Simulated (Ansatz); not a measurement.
**Band structure of PtBr2**

```yaml
crystal:
  lattice:
    - [0.00000, 3.31029, 3.31029]
    - [3.31029, 0.00000, 3.31029]
    - [3.31029, 3.31029, 0.00000]
  atoms:
    - { symbol: Pt, position: [0.00000, 0.00000, 0.00000] }
    - { symbol: Br, position: [0.25000, 0.25000, 0.25000] }
    - { symbol: Br, position: [0.75000, 0.75000, 0.75000] }
```

Atoms are numbered in the order listed.

The structure comes from a relaxation in the same program, started in the fluorite type, and has space group Fm-3m. Whether it is a known phase or the ground state wasn't checked.

No spin–orbit coupling, which matters for the heavy atoms here.

The calculation used DFT, PBE, all-electron LAPW, scalar-relativistic in Ansatz 0.2.0.

Settings: a Γ-centred 11×11×11 k mesh, Fermi–Dirac smearing of 0.05 eV, basis error target 1 meV/atom, no spin polarisation.

Points in fractions of the reciprocal vectors of this cell: Γ (0, 0, 0), X (0.5, 0, 0.5), U (0.625, 0.25, 0.625), K (0.375, 0.375, 0.75), L (0.5, 0.5, 0.5), W (0.5, 0.25, 0.75). The path joins them by straight lines in the order Γ–X–U–K–Γ–L–W–X; legs that retrace an earlier one aren't tabulated. Energies are in eV from the Fermi level.

Task: List the levels at U between -20 and 10 eV.

Result: -15.42, -15.23, -6.32, -5.10, -4.69, -3.65, -3.20, -2.00, -1.87, -1.54, -1.42, -0.24, 0.10, 2.63, 6.94, 7.07, 8.47, 8.60, 9.38.

Task: List the levels at K between -20 and 10 eV.

Result: -15.42, -15.23, -6.32, -5.10, -4.69, -3.65, -3.20, -2.00, -1.87, -1.54, -1.42, -0.24, 0.10, 2.63, 6.94, 7.07, 8.47, 8.60, 9.38.

Task: List the levels at X between -20 and 10 eV.

Result: -15.55, -15.06, -6.60, -4.92 (×2), -3.31 (×2), -2.15, -1.96, -1.71, -0.95, 0.23 (×2), 2.32, 5.68, 8.07, 8.18, 9.64 (×2).

Task: What is the band gap?

Result: None at this level of theory (metallic, semimetallic, or a small gap that the functional closes).
